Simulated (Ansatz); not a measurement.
# From the elastic tensor of Nb2SiO2 to moduli and sound speeds

These are results of DFT PBE, scalar-relativistic, plane waves, PAW in Ansatz 0.2.0, not measurements. Plane waves to 420 eV; Γ-centred k mesh 12×12×12; Gaussian smearing of 0.10 eV. No spin polarisation.

Space group I4/mmm (No. 139), tetragonal, a = 3.451 Å, c = 10.743 Å. Nb is surrounded by 4 O at 2.13 Å, 4 Si at 2.83 Å and 1 Nb at 2.87 Å; Si is surrounded by 8 Nb at 2.83 Å and 8 O at 3.19 Å; around O lie 4 Nb at 2.13 Å, 4 O at 2.44 Å and 4 Si at 3.19 Å.

The cell was found from a proposed guess, not taken from experiment. In a metal, frequencies and elastic constants depend on the k mesh and the smearing, soft modes and shear constants most.

Relaxed-ion constants (GPa, on the Cartesian axes of the calculation):
```
278.9 184.0 131.4   0.0   0.0   0.0
184.0 278.9 131.4   0.0   0.0   0.0
131.3 131.3 406.3   0.0   0.0   0.0
  0.0   0.0   0.0  60.2   0.0   0.0
  0.0   0.0   0.0   0.0  60.2   0.0
  0.0   0.0   0.0   0.0   0.0  76.5
```

Density 6.382 g/cm³; 5 atoms in 63.98 Å³.

With S = C⁻¹: B_V = (C11+C22+C33+2(C12+C13+C23))/9, G_V = (C11+C22+C33−C12−C13−C23+3(C44+C55+C66))/15, 1/B_R = S11+S22+S33+2(S12+S13+S23), 15/G_R = 4(S11+S22+S33−S12−S13−S23)+3(S44+S55+S66); Hill is their mean. Then v_l = √((B+4G/3)/ρ), v_t = √(G/ρ), v_m = [(2/v_t³+1/v_l³)/3]^(−1/3) and Θ = (ħ/k_B)·v_m·(6π²n/V)^(1/3) for n atoms in the volume V; E = 9BG/(3B+G), ν = (3B−2G)/(2(3B+G)) and A^U = 5G_V/G_R + B_V/B_R − 6.

```
Bulk modulus, Voigt / Reuss / Hill          : 206.4 / 204.8 / 205.6 GPa
Shear modulus, Voigt / Reuss / Hill         : 73.9 / 66.3 / 70.1 GPa
Young's modulus                             : 189 GPa
Poisson ratio                               : 0.347
Pugh ratio B/G                              : 2.93 (over 1.75, the rule of thumb for ductile)
Universal anisotropy index                  : 0.58
Longitudinal and transverse sound speeds    : 6845 and 3314 m/s
Debye temperature from the mean sound speed : 474 K
```
